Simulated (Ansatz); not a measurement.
Data:

OsRu:
```
OsRu
1.0
    2.71796     0.00000     0.00000
   -1.35898     2.35382     0.00000
    0.00000     0.00000     4.29931
Ru Os
1 1
Direct
  0.00000   0.00000   0.00000
  0.33333   0.66667   0.50000
```

This is the r²SCAN-relaxed structure.

Problem. All from DFT-r²SCAN in the program Ansatz with PAW potentials, unless another level is named. Estimate the density of states at the Fermi level.

Solution. 0.66 states/eV per atom (mean over ±0.08 eV).

Problem. Next, the formation energy from the elements (no fitted shifts)?

Solution. -0.009 eV/atom.

Space group P-6m2. The first step of the workflow began from a Materials Project structure, measured or hypothetical; the Crystallography Open Database copy checked does not list it. With Ru and Os taken as one species the cell has the higher symmetry P6_3/mmc, so it may be an ordered model of a mixed-site phase. Its standing as an ambient phase is unchecked. The cell was relaxed with r²SCAN under the symmetry of its start; its stability against distortions is not shown here. No spin polarisation was allowed. The references are the lowest solids computed at this level, not always the standard phases. Scalar-relativistic: spin–orbit coupling is off unless named, which matters more the heavier the elements.

Potentials: the later of the program's two PAW sets.
